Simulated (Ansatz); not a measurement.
Clean, relaxed (001) surface of Al, space group P6_3/mmc (No. 194) (top face towards +c; atoms held fixed, by place in the list: 1, 2, 3, 4, 5):

```xyz
10
Lattice="2.8363 0.0000 0.0000 -1.4181 2.4563 0.0000 0.0000 0.0000 37.9748" Properties=species:S:1:pos:R:3 pbc="T T T"
Al    0.0000    1.6375    8.5000
Al    0.0000    0.0000   10.8305
Al    1.4181    0.8188   13.1611
Al    0.0000    0.0000   15.4916
Al    0.0000    1.6375   17.8221
Al    0.0000    0.0000   20.1281
Al    1.4181    0.8188   22.4459
Al    0.0000    0.0000   24.7761
Al    0.0000    1.6375   27.0879
Al    0.0000    0.0000   29.4483
```

Computed with Ansatz 0.2.0, DFT PBEsol, scalar-relativistic, plane waves, PAW. Plane waves to 420 eV, a k mesh through Γ of 12×12×1 on the computed 10-atom cell and Gaussian smearing (0.10 eV); no spin polarisation. The cell repeats along c with a dipole correction in the vacuum.

O (atom) is adsorbed on the top face, one adsorbate per 7.0 Å², and relaxed from 3 starting sites (fractions of a and b). The adsorption energy is E(slab + adsorbate) − E(slab) − E(free adsorbate, spin-polarised where open-shell). Heights count from the highest slab atom after relaxation. Δφ is the top face's. Δp counts per cell along +c. Bonded neighbours lie within 1.25 times the sum of covalent radii (1.35 for H) and, on that scale, within 12 % of the closest. With the adsorbate the cell is lengthened along c to keep the vacuum.

```
                            start ends at E_ads (eV) height (Å) shortest contact  Δφ (eV)  Δp (e·Å)
         top (Al) at (0.00, 0.00) (0.00, 0.00), 1 bonded neighbour (Al)       -3.56        1.67       O–Al 1.68 Å    +5.67    -0.218
hollow (Al-Al-Al) at (0.33, 0.67) (0.33, 0.67), 3 bonded neighbours (Al)       -8.02        0.74       O–Al 1.80 Å    +0.65    -0.027
   bridge (Al-Al) at (0.50, 0.00) (0.64, 0.29), 3 bonded neighbours (Al)       -8.22        0.73       O–Al 1.79 Å    +0.91    -0.037
```

Among the sites tried, the lowest end comes from the bridge (Al-Al) at (0.50, 0.00) start; other sites may lie lower.

Each end is the local minimum or symmetric point that its start leads to. This isn't the usual crystal structure of Al.

Spin polarisation was left out, and a magnetic state may lie lower.